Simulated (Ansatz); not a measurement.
Consider the following.

PIr2:
```cif
data_Ir2P
_chemical_formula_sum 'P1 Ir2'
_space_group_name_H-M_alt 'P 1'
_space_group_IT_number 1
_cell_length_a 3.89315
_cell_length_b 3.89315
_cell_length_c 3.89315
_cell_angle_alpha 60.000
_cell_angle_beta 60.000
_cell_angle_gamma 60.000
loop_
_space_group_symop_operation_xyz
  'x, y, z'
loop_
_atom_site_label
_atom_site_type_symbol
_atom_site_fract_x
_atom_site_fract_y
_atom_site_fract_z
_atom_site_occupancy
P1 P 0.00000 0.00000 0.00000 1
Ir1 Ir 0.25000 0.25000 0.25000 1
Ir2 Ir 0.75000 0.75000 0.75000 1
```

This is the LDA-relaxed structure.

**Question.** All from LDA in the plane-wave PAW code Ansatz, unless another level is named. Predict the Poisson's ratio.

**Answer.** 0.35.

**Question.** Next, the highest zone-centre frequency?

**Answer.** 41.3 meV.

Space group Fm-3m (fluorite or antifluorite type). The first step of the workflow began from a Materials Project structure, measured or hypothetical; the Crystallography Open Database files this formula in space group No. 225, but the cells were not matched. Whether it is the stable phase at ambient conditions was not checked. Symmetry was held in the LDA relaxation; of distortions, only those at the zone centre were tested. The run is not spin-polarised. Spin–orbit coupling is left out wherever it is not named.

Potentials: the later of the program's two PAW sets.
